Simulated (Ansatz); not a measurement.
**SnPt$_{3}$: levels along high-symmetry lines**

```yaml
crystal:
  lattice:
    - [4.00000, 0.00000, 0.00000]
    - [0.00000, 4.00000, 0.00000]
    - [0.00000, 0.00000, 4.00000]
  atoms:
    - { symbol: Sn, position: [0.00000, 0.00000, 0.00000] }
    - { symbol: Pt, position: [0.00000, 0.50000, 0.50000] }
    - { symbol: Pt, position: [0.50000, 0.00000, 0.50000] }
    - { symbol: Pt, position: [0.50000, 0.50000, 0.00000] }
```

Atom numbers follow the list: Sn1, Pt2, Pt3, Pt4.

The cell comes from COD entry 1523555, which wasn't checked; take it as a given geometry.

No spin–orbit coupling, which matters for the heavy atoms here.

Level of theory: Ansatz 0.2.0, DFT, LDA, all-electron LAPW, scalar-relativistic.

Sampling and basis: a Γ-centred 8×8×8 k mesh, Fermi–Dirac smearing of 0.05 eV, basis error target 0.5 meV/atom, no spin polarisation.

Points in fractions of the reciprocal vectors of this cell: Γ (0, 0, 0), X (0, 0.5, 0), M (0.5, 0.5, 0), R (0.5, 0.5, 0.5). The path runs Γ–X–M–Γ–R–X–R–M. Energies are in eV from the Fermi level; (×n) counts levels within 4 meV of each other, which need not be degenerate by symmetry.

(1) Metal or insulator at this level of theory?

(2) Tabulate bands 72 to 77, counted from the lowest band of the run, along the path.

## Answers

(1) No gap opens: metallic or semimetallic.

(2) 
| k (1/Å) | point | band 72 | band 73 | band 74 | band 75 | band 76 | band 77 |
| --- | --- | --- | --- | --- | --- | --- | --- |
| 0.00 | Γ | -1.24 | -0.39 | 0.14 | 0.14 | 0.14 | 2.82 |
| 0.11 |  | -1.18 | -0.45 | 0.14 | 0.22 | 0.22 | 3.00 |
| 0.22 |  | -1.24 | -0.61 | 0.14 | 0.55 | 0.55 | 3.16 |
| 0.34 |  | -1.30 | -0.85 | 0.14 | 1.14 | 1.14 | 2.91 |
| 0.45 |  | -1.48 | -1.04 | 0.14 | 1.88 | 1.88 | 2.47 |
| 0.56 |  | -1.84 | -1.11 | 0.14 | 2.08 | 2.69 | 2.69 |
| 0.67 |  | -2.20 | -1.12 | 0.14 | 1.82 | 3.47 | 3.47 |
| 0.79 | X | -2.37 | -1.13 | 0.14 | 1.74 | 3.90 | 3.90 |
| 0.90 |  | -2.23 | -1.16 | 0.02 | 1.63 | 3.95 | 3.98 |
| 1.01 |  | -1.92 | -1.26 | -0.29 | 1.39 | 3.26 | 4.09 |
| 1.12 |  | -1.65 | -1.44 | -0.71 | 1.14 | 2.25 | 4.27 |
| 1.23 |  | -1.73 | -1.50 | -1.15 | 0.97 | 1.52 | 4.49 |
| 1.35 |  | -2.12 | -1.54 | -1.48 | 0.90 | 1.12 | 4.75 |
| 1.46 |  | -2.09 | -1.82 | -1.53 | 0.91 | 0.95 | 4.98 |
| 1.57 | M | -2.08 | -1.93 | -1.56 | 0.92 | 0.92 | 5.08 |
| 1.73 |  | -2.11 | -1.73 | -1.50 | 0.91 | 0.99 | 4.92 |
| 1.89 |  | -2.08 | -1.37 | -1.31 | 0.90 | 1.40 | 4.82 |
| 2.05 |  | -1.78 | -1.23 | -0.86 | 0.85 | 2.26 | 3.50 |
| 2.21 |  | -1.29 | -1.13 | -0.46 | 0.74 | 2.25 | 3.22 |
| 2.36 |  | -1.10 | -0.84 | -0.14 | 0.53 | 1.15 | 3.66 |
| 2.52 |  | -1.14 | -0.51 | 0.07 | 0.27 | 0.38 | 3.20 |
| 2.68 | Γ | -1.24 | -0.39 | 0.14 | 0.14 | 0.14 | 2.82 |
| 2.88 |  | -1.10 | -0.59 | 0.04 | 0.40 | 0.40 | 3.42 |
| 3.07 |  | -1.21 | -0.98 | -0.08 | 0.86 | 0.86 | 4.59 |
| 3.26 |  | -1.88 | -0.95 | -0.16 | 1.06 | 1.06 | 4.53 |
| 3.46 |  | -2.00 | -0.93 | -0.22 | 0.80 | 0.80 | 3.41 |
| 3.65 |  | -1.86 | -0.96 | -0.27 | 0.21 | 0.21 | 2.17 |
| 3.85 |  | -1.94 | -1.01 | -0.30 | -0.23 | -0.23 | 1.22 |
| 4.04 | R | -2.09 | -0.78 | -0.31 | -0.31 | -0.31 | 0.86 |
| 4.20 |  | -1.96 | -1.00 | -0.34 | -0.28 | -0.20 | 1.10 |
| 4.36 |  | -1.78 | -1.25 | -0.40 | 0.15 | 0.19 | 1.49 |
| 4.52 |  | -1.66 | -1.64 | -0.50 | 0.89 | 1.11 | 1.57 |
| 4.68 |  | -1.91 | -1.63 | -0.58 | 1.47 | 1.78 | 2.30 |
| 4.84 |  | -1.79 | -1.48 | -0.47 | 1.43 | 2.72 | 3.57 |
| 4.99 |  | -2.12 | -1.20 | -0.08 | 1.58 | 3.54 | 4.41 |
| 5.15 | X | -2.37 | -1.13 | 0.14 | 1.74 | 3.90 | 3.90 |
| 6.26 | R | -2.09 | -0.78 | -0.31 | -0.31 | -0.31 | 0.86 |
| 6.38 |  | -2.00 | -0.93 | -0.37 | -0.26 | -0.26 | 0.99 |
| 6.49 |  | -1.83 | -1.29 | -0.54 | -0.08 | -0.08 | 1.38 |
| 6.60 |  | -1.72 | -1.71 | -0.79 | 0.21 | 0.21 | 1.99 |
| 6.71 |  | -2.09 | -1.63 | -1.11 | 0.52 | 0.52 | 2.75 |
| 6.82 |  | -2.08 | -1.59 | -1.46 | 0.75 | 0.75 | 3.63 |
| 6.94 |  | -2.08 | -1.77 | -1.57 | 0.87 | 0.87 | 4.53 |
| 7.05 | M | -2.08 | -1.93 | -1.56 | 0.92 | 0.92 | 5.08 |
